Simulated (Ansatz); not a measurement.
Given:

LaH3:
```yaml
crystal:
  lattice:
    - [0.00000, 2.78648, 2.78648]
    - [2.78648, 0.00000, 2.78648]
    - [2.78648, 2.78648, 0.00000]
  atoms:
    - { symbol: La, position: [0.00000, 0.00000, 0.00000] }
    - { symbol: H, position: [0.50000, 0.50000, 0.50000] }
    - { symbol: H, position: [0.75000, 0.75000, 0.75000] }
    - { symbol: H, position: [0.25000, 0.25000, 0.25000] }
```

This is the r²SCAN-relaxed structure.

Q: All from DFT-r²SCAN in the program Ansatz with PAW potentials, unless another level is named. Give the Bader charges.

A: La +1.86, H -0.64 to -0.59 e.

Q: And the electronic dielectric constant ε∞ (DFPT)?

A: 9.86.

Q: And the Born charges (a third of the trace)?

A: La +4.42, H -1.64 to -1.39 e.

Q: Give the static dielectric constant ε0 (ions relaxed, cell fixed).

A: 101.

Space group Fm-3m. The first step of the workflow began from a Materials Project structure, measured or hypothetical; the Crystallography Open Database copy checked does not list it. Its standing as an ambient phase is unchecked. The cell was relaxed with r²SCAN under the symmetry of its start. At this level the phase is dynamically unstable (imaginary phonons). Spin–orbit coupling is left out wherever it is not named.

Potentials: the later of the program's two PAW sets.
